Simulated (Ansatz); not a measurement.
Si₃N₄ in space group P6_3/m (No. 176; Si on 6h, N on 2d, N on 6h), r²SCAN (plane waves, PAW; program Ansatz). The conduction-band minimum lies at Γ, with 1 equivalent valley. Second derivatives d²E/dk² of the lowest band at one valley (eV·Å²), along Cartesian directions:

```tsv
direction	d²E/dk²
[100]	5.430
[010]	5.430
[001]	35.42
[110]	5.430
[101]	20.43
[011]	20.43
```

Find the principal effective masses, the density-of-states mass and the conductivity mass.

Off-diagonal terms follow from H_xy = H[110] − (H_xx + H_yy)/2, and m*/mₑ = 7.620 eV·Å² over each eigenvalue: 0.22, 1.4, 1.4. One valley's DOS mass (m₁m₂m₃)^(1/3) = 0.75, conductivity mass 3/(Σ 1/mᵢ) = 0.49 mₑ.

What effective density of states Nc follows at 300 K for parabolic valleys?

Nc = 2.509e19 × 1 × (0.75)^(3/2) ≈ 1.6e19 cm⁻³.

With the computed static dielectric constant 7.71 (mean of the diagonal), estimate a hydrogenic donor's binding energy and radius.

E = 13.606 eV × 0.49/7.71² ≈ 110 meV; a = 0.529 Å × ε/m* ≈ 8.3 Å. Semilocal masses tend to be too small where the gap is.

The cell was relaxed with r²SCAN under the symmetry of its start; phonons on a q-mesh show no instability.

Potentials: the earlier of the program's two PAW sets.
